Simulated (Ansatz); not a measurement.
Input file for Ansatz (an electronic-structure program):

Ansatz 0.2 input:
```yaml
crystal:
  lattice:
    - [0.0, 2.7103746857, 2.7103746857]
    - [2.7103746857, 0.0, 2.7103746857]
    - [2.7103746857, 2.7103746857, 0.0]
  atoms:
    - { symbol: K, position: [0.0, 0.0, 0.0] }
    - { symbol: F, position: [0.5, 0.5, 0.5] }
kpoints:
  mp_grid: { grid: [9, 9, 9] }
hamiltonian:
  xc: pbe
  pseudopotentials: { kind: paw }
scf:
  occupations: { method: fixed }
phonons:
  method: dfpt
  response_accuracy: low
  eigenvectors: true
  rigid_motions: translations
  dielectric: true
  raman: true
```

Output (shortened):

```
Pseudopotential: K, paw, valence charge 9
Pseudopotential: F, paw, valence charge 7
Functional definition: PBE
Crystal: 2 atoms, lattice volume = 39.822 Å³
Basis set: ecut = 420 eV, 749 PW (Γ), exchange–correlation on 54×54×54 points (8 copies of the dense FFT grid, shifted against one another)
Bands: 12, of which v1, the nominal top of the filled ones, is band 8 counted from 1 (7 counted from 0)
Symmetry: 48 space group operations
k-points: 75 of 729 (irreducible under 8 space group operations, time reversal used)
SCF iter   1: F=—  HF=-2348.802999 eV  |F-HF|=—  |Δ(HF+E_count)|=         —  Δρ=5.76e-4  dr2=5.88e-5  ethr=1.77e-3  ⟨swp⟩=4.4  Hψ=4877  notcnv=0  defer=131
preconditioner: auto → none
SCF iter   2: F=—  HF=-2348.802989 eV  |F-HF|=—  |Δ(HF+E_count)|=   1.03e-5  Δρ=8.36e-4  dr2=2.15e-4  ethr=3.67e-7  ⟨swp⟩=2.0  Hψ=2255  notcnv=0  defer=148
SCF iter   3: F=—  HF=-2348.802957 eV  |F-HF|=—  |Δ(HF+E_count)|=   3.25e-5  Δρ=3.26e-4  dr2=3.67e-5  ethr=3.67e-7  ⟨swp⟩=2.0  Hψ=1429  notcnv=0  defer=102
SCF iter   4: F=—  HF=-2348.802983 eV  |F-HF|=—  |Δ(HF+E_count)|=   2.67e-5  Δρ=2.03e-4  dr2=1.15e-5  ethr=2.29e-7  ⟨swp⟩=2.0  Hψ=1572  notcnv=0  defer=45
SCF iter   5: F=—  HF=-2348.802983 eV  |F-HF|=—  |Δ(HF+E_count)|=   5.57e-7  Δρ=1.31e-4  dr2=5.04e-6  ethr=7.21e-8  ⟨swp⟩=1.0  Hψ=900  notcnv=0
SCF iter   6: F=—  HF=-2348.802982 eV  |F-HF|=—  |Δ(HF+E_count)|=   8.60e-7  Δρ=6.49e-5  dr2=1.29e-6  ethr=3.15e-8  ⟨swp⟩=1.0  Hψ=900  notcnv=0
SCF iter   7: F=—  HF=-2348.802982 eV  |F-HF|=—  |Δ(HF+E_count)|=   2.69e-7  Δρ=1.13e-5  dr2=4.07e-8  ethr=8.08e-9  ⟨swp⟩=2.0  Hψ=1117  notcnv=0
SCF iter   8: F=—  HF=-2348.802982 eV  |F-HF|=—  |Δ(HF+E_count)|=   9.77e-9  Δρ=2.54e-6  dr2=1.98e-9  ethr=2.54e-10  ⟨swp⟩=2.0  Hψ=1099  notcnv=0
SCF iter   9: F=-2348.802982 eV  HF=-2348.802982 eV  |F-HF|=1.09e-11  |Δ(HF+E_count)|=  4.97e-10  Δρ=1.99e-7  dr2=1.24e-11  ethr=1.00e-12  ⟨swp⟩=5.0  Hψ=5407  notcnv=0
SCF 1 converged in 9 iterations: F = -2348.802982 eV  dr2 = 1.24e-11
NSCF: frozen V_eff on 5 k-points
DFPT response loops at Γ: preconditioner auto → none (the input reference at scf.mixing.eps_inf says where Resta's filter doesn't serve); β = 0.50 …
── the response to a field inside a basis, on 10×10×10 k-points: an SCF that follows is theirs, and a resumed run solves both again ──
Crystal: 2 atoms, lattice volume = 39.822 Å³
Bands: 9, of which v1, the nominal top of the filled ones, is band 8 counted from 1 (7 counted from 0)
k-points: 110 of 1000 (irreducible under 12 space group operations)
SCF iter   1: F=—  HF=-2348.803543 eV  |F-HF|=—  |Δ(HF+E_count)|=         —  Δρ=4.49e-4  dr2=1.32e-5  ethr=1.00e-1
preconditioner: auto → none
SCF iter   2: F=—  HF=-2348.803543 eV  |F-HF|=—  |Δ(HF+E_count)|=   3.26e-7  Δρ=1.83e-4  dr2=6.00e-6  ethr=8.27e-8
SCF iter   3: F=—  HF=-2348.803543 eV  |F-HF|=—  |Δ(HF+E_count)|=   1.24e-7  Δρ=1.20e-4  dr2=1.47e-6  ethr=3.75e-8
SCF iter   4: F=—  HF=-2348.803543 eV  |F-HF|=—  |Δ(HF+E_count)|=   1.26e-7  Δρ=8.71e-6  dr2=1.04e-8  ethr=9.21e-9
SCF iter   5: F=—  HF=-2348.803543 eV  |F-HF|=—  |Δ(HF+E_count)|=   7.64e-9  Δρ=1.15e-6  dr2=2.22e-10  ethr=6.50e-11
SCF iter   6: F=-2348.803543 eV  HF=-2348.803543 eV  |F-HF|=2.27e-12  |Δ(HF+E_count)|=  1.49e-10  Δρ=7.30e-8  dr2=1.20e-12  ethr=1.39e-12
SCF 1 converged in 6 iterations: F = -2348.803543 eV  dr2 = 1.20e-12
DFPT response loops at Γ: mixed as the last ones told, above
DFPT response loops at Γ: mixed as the last ones told, above
DFPT response loops at Γ: mixed as the last ones told, above
SCF converged after 9 iterations
Free energy (F): -2348.802982 eV
Harris-Foulkes:  -2348.802982 eV  (|F-HF|=1.09e-11)
Internal energy: -2348.802982 eV  (E = F + TS)
E sigma→0 (E₀):  -2348.802982 eV
Fermi energy:    1.172507 eV
--- Per-component energies (eV) ---
  E_band       = -130.696060
  E_kinetic    = 461.762157
  E_local      = -1133.154504  (includes V_loc(G=0)·N_el)
  E_nonlocal   = 85.889147
  E_hartree    = 409.137178
  E_xc         = -216.303276
  E_vxc        = -268.855926  (∫ρ·V_xc dr)
  E_paw        = -982.117904  (= ΣΔE_a)
  E_vpaw       = -94.613249  (= ΣTr[D̂ρ^β])
  E_aug_tail   = 0.002057  (compensation charges beyond the density's cutoff)
  E_ewald      = -974.017838
  E_smearing   =  0.000000  (= −TS)
  E_closure    =  0.000000  (closes the sum)
  Σ components = -2348.802982   (vs F -2348.802982, Δ=0.00e0)
  [band-id]    e_kinetic+e_local+e_nonlocal+2·e_hartree+e_vxc+e_vpaw+e_augmentation_tail = -130.695961   (vs E_band -130.696060, Δ=9.95e-5)
--- Band table (eV; the first three rows and the last of 75) ---
  k-point 0: bands = ["-25.0737", "-17.4588", "-8.3534", "-8.3534", "-8.3534", "1.1725", "1.1725", "1.1725", "7.1333", "11.7248", "11.7248", "11.7248"]
  k-point 1: bands = ["-25.0647", "-17.4666", "-8.3831", "-8.3574", "-8.3574", "1.0661", "1.1340", "1.1340", "7.4654", "11.5249", "11.8813", "11.8813"]
  k-point 2: bands = ["-25.0420", "-17.4865", "-8.4580", "-8.3676", "-8.3676", "0.8261", "1.0393", "1.0393", "8.3328", "11.1885", "12.2854", "12.2854"]
  k-point 74: bands = ["-24.9785", "-17.4892", "-8.6973", "-8.6560", "-8.4359", "0.7916", "0.9657", "1.0145", "10.5271", "10.9490", "12.1600", "14.2548"]
--- Phonons (Γ-DFPT): 2 representative perturbations + reference, on 75 of 729 k-points (Σ response iterations 6) ---
  ASR residual: 1.929e-4 → 0.000e0 eV/Å²; symmetrization residual: 4.347e-5 eV/Å²
  ASR residual per site (eV/Å²): 7.04e-6 1.93e-4
  Γ frequencies (cm⁻¹): 0.00 0.00 0.00 164.56 164.56 164.56
  ε∞ (high-frequency dielectric tensor):
        1.957987     0.000000     0.000000
        0.000000     1.957987     0.000000
        0.000000     0.000000     1.957987
  ε⁰ (static dielectric tensor: ions relaxed, cell fixed):
        6.539779     0.000000     0.000000
        0.000000     6.539779     0.000000
        0.000000     0.000000     6.539779
  ε⁰ − ε∞ (ionic part):
        4.581793     0.000000     0.000000
        0.000000     4.581793     0.000000
        0.000000     0.000000     4.581793
  softest optical mode at Γ: 164.56 cm⁻¹; the repairs (sum rule, projections) moved no ω² at Γ by more than (2.55 cm⁻¹)²
  Born effective charges Z* (e; rows j = field, columns β = displacement):
    site 0:
         1.13306    0.00000    0.00000
         0.00000    1.13306    0.00000
         0.00000    0.00000    1.13306
    site 1:
        -1.13306    0.00000    0.00000
         0.00000   -1.13306    0.00000
         0.00000    0.00000   -1.13306
  Z* charge neutrality: 3.394e-5 e pre-enforcement
  k-mesh period / interband length: 34.5 Å / 0.84 Å = 40.85 at k = (0.0000, 0.0000, 0.0000), direct gap 5.961 eV — 14 or more, which is no proof of convergence
  Raman tensors (in the event stream and the table raman_tensors.tsv) …
  optical modes at Γ without the LO–TO term, one row a degenerate level:
      ω (cm⁻¹)  modes    IR ((D/Å)²/amu)  static Raman (Å⁴/amu)  depolarisation
        164.56      3             6.9496                 0.0000               —
  optical modes at Γ + LO–TO along q̂ = [1.0000, 0.0000, 0.0000]:
      ω (cm⁻¹)  modes    IR ((D/Å)²/amu)  static Raman (Å⁴/amu)  depolarisation
        164.56      2             4.6331                 0.0000               —
        300.75      1             2.3165                 0.0000               —
  optical modes at Γ + LO–TO along q̂ = [0.0000, 1.0000, 0.0000]:
      ω (cm⁻¹)  modes    IR ((D/Å)²/amu)  static Raman (Å⁴/amu)  depolarisation
        164.56      2             4.6331                 0.0000               —
        300.75      1             2.3165                 0.0000               —
  optical modes at Γ + LO–TO along q̂ = [0.0000, 0.0000, 1.0000]:
      ω (cm⁻¹)  modes    IR ((D/Å)²/amu)  static Raman (Å⁴/amu)  depolarisation
        164.56      2             4.6331                 0.0000               —
        300.75      1             2.3165                 0.0000               —
```

Cost: roughly 3 core-minutes on shared cores.

Space group Fm-3m (rock salt). The PBE relaxation kept the symmetry of its start; phonons on a q-mesh show no instability.

Potentials: the later of the program's two PAW sets.

Ansatz is a plane-wave DFT program.
